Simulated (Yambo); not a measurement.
Input:

```
CELL_PARAMETERS angstrom
      2.11052    -5.43729     0.00000
      2.11052     5.43729     0.00000
      0.00000     0.00000     5.93979
ATOMIC_POSITIONS crystal
  H  0.51039 0.48961 0.97840
  H  0.48961 0.51039 0.47840
  H  0.69909 0.91489 0.70055
  H  0.30091 0.08511 0.20055
  H  0.08511 0.30091 0.70055
  H  0.91489 0.69909 0.20055
  O  0.15861 0.84139 0.24457
  O  0.84139 0.15861 0.74457
  O  0.53340 0.46660 0.13644
  O  0.46660 0.53340 0.63644
  Rb 0.15368 0.84632 0.73538
  Rb 0.84632 0.15368 0.23538
```

Workflow: PBEsol (pw.x of Quantum ESPRESSO, ONCV potentials, scalar-relativistic), then G0W0 in Yambo (4×4×2 Γ-centred k mesh, 147 bands and a 6 Ry block in the screening, 147 bands in G with the Bruneval-Gonze terminator, plasmon pole fitted at 27.2 eV).

Problem. Give the PBEsol and G0W0 gaps between the band edges found on this mesh, and say where the edges lie.

Solution. Edges: (0.25, -0.5, 0) → Γ. PBEsol: 4.44 eV; G0W0: 7.09 eV. Nearest settings tried, and what they do to the gap: 60 bands in W, 60 bands in G: +233 meV; 73 bands in W: +131 meV; 5 Ry block (165 vectors against 243): -37 meV. Not varied: mesh. So the settings aren't converged at that level. 

Geometry of the Materials Project entry, not relaxed at this level.

The structure is a Materials Project entry; no match was found in the copy of COD used, and its stability was not checked.
